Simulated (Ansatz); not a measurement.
Given:

Zr4O:
```cif
data_O3Zr12
_chemical_formula_sum 'Zr12 O3'
_space_group_name_H-M_alt 'P 1'
_space_group_IT_number 1
_cell_length_a 10.87579
_cell_length_b 10.87579
_cell_length_c 10.87579
_cell_angle_alpha 30.121
_cell_angle_beta 30.121
_cell_angle_gamma 30.121
loop_
_space_group_symop_operation_xyz
  'x, y, z'
loop_
_atom_site_label
_atom_site_type_symbol
_atom_site_fract_x
_atom_site_fract_y
_atom_site_fract_z
_atom_site_occupancy
Zr1 Zr 0.62250 0.96335 0.29126 1
Zr2 Zr 0.37750 0.03665 0.70874 1
Zr3 Zr 0.29126 0.62250 0.96335 1
Zr4 Zr 0.70874 0.37750 0.03665 1
Zr5 Zr 0.96335 0.29126 0.62250 1
Zr6 Zr 0.03665 0.70874 0.37750 1
Zr7 Zr 0.12373 0.46807 0.78428 1
Zr8 Zr 0.87627 0.53193 0.21572 1
Zr9 Zr 0.78428 0.12373 0.46807 1
Zr10 Zr 0.21572 0.87627 0.53193 1
Zr11 Zr 0.46807 0.78428 0.12373 1
Zr12 Zr 0.53193 0.21572 0.87627 1
O1 O 0.50000 0.50000 0.50000 1
O2 O 0.25000 0.25000 0.25000 1
O3 O 0.75000 0.75000 0.75000 1
```

This is the r²SCAN-relaxed structure.

Problem. All from plane-wave PAW r²SCAN (Ansatz code), unless another level is named. Give the electronic character.

Solution. metallic (no gap).

Problem. Next, the formation energy from the elements (no fitted shifts)?

Solution. -1.22 eV/atom.

Problem. Next, the density of states at the Fermi level?

Solution. 0.31 states/eV per atom (mean over ±0.08 eV).

Space group R-3. The workflow started from a Materials Project entry (that database holds measured and hypothetical structures alike); the Crystallography Open Database copy checked does not list it. Whether it is the stable phase at ambient conditions was not checked. Symmetry was held in the r²SCAN relaxation; its stability against distortions is not shown here. The run is not spin-polarised. The references are the lowest solids computed at this level, not always the standard phases (solids in place of the gases). Spin–orbit coupling is left out wherever it is not named.

Potentials: the later of the program's two PAW sets.
